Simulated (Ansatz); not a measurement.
CdTe:
```
CdTe
1.0
    4.63260     0.00000     0.00000
   -2.31630     4.01195     0.00000
    0.00000     0.00000     7.59637
Cd Te
2 2
Direct
  0.33333   0.66667   0.00029
  0.66667   0.33333   0.50029
  0.33333   0.66667   0.37471
  0.66667   0.33333   0.87471
```

Relaxed with r²SCAN. 

Q: HSE06 on this cell (Ansatz, a first-principles code, PAW) gives a gap of 1.55 eV. What does r²SCAN give?

A: 1.21 eV.

Cost on shared cores: the r²SCAN run (SCF on a 7×7×4 mesh, then bands and DOS) very roughly 120 core-seconds, the HSE06 run (SCF on 5×5×3, then a few points) around 3 core-minutes (rough); the tasks are unlike.

Space group P6_3mc (wurtzite). The first step of the workflow began from a Materials Project structure, measured or hypothetical; the Crystallography Open Database copy checked does not list it. It is not the phase usual at ambient conditions (space group No. 216). The r²SCAN relaxation kept the symmetry of its start; of distortions, only those at the zone centre were tested. Spin–orbit coupling is left out wherever it is not named.

Potentials: the earlier of the program's two PAW sets.

Ansatz is a plane-wave DFT program.
